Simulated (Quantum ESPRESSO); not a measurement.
Parts of the isotropic shielding in AgBr, by GIPAW with PBE in a modified build of Quantum ESPRESSO, on JTH PAW datasets, 20 Ha, k-mesh 8×8×8 shifted:

```yaml
crystal:
  lattice:
    - [0.00000, 2.89217, 2.89217]
    - [2.89217, 0.00000, 2.89217]
    - [2.89217, 2.89217, 0.00000]
  atoms:
    - { symbol: Ag, position: [0.00000, 0.00000, 0.00000] }
    - { symbol: Br, position: [0.50000, 0.50000, 0.50000] }
```
The cell comes from the Materials Project (a computed structure). It is AgBr in Fm-3m. Stability against distortions was not tested. The run has no spin polarisation.

The core term is that of the free atom's frozen core; the paramagnetic column sums the reconstruction terms. Shieldings are absolute and leave out the bulk-susceptibility term; a larger σ means a smaller chemical shift. In our sweeps, cutoffs and meshes of this size left a few ppm, and up to some 20 ppm on atoms from Zn on. Spin–orbit coupling is left out; its weight grows with the heaviest atom, Ag here. No d partial waves on Br: the paramagnetic term there is incompletely reconstructed. With so small a Kohn–Sham gap, σ hangs strongly on the functional and the mesh.

```
site           core  bare (smooth current)  diamagnetic correction  paramagnetic corrections  σ_iso (ppm)
-----------  ------  ---------------------  ----------------------  ------------------------  -----------
Ag (atom 1)  4673.9                   35.1                   111.0                         ?            ?
Br (atom 2)  3103.4                   58.8                    -8.4                         ?            ?
```

Problem. Fill in the missing entries.

Solution. 
- Ag (atom 1), paramagnetic corrections: -1461.0
- Ag (atom 1), σ_iso (ppm): 3358.9
- Br (atom 2), paramagnetic corrections: -695.0
- Br (atom 2), σ_iso (ppm): 2458.8
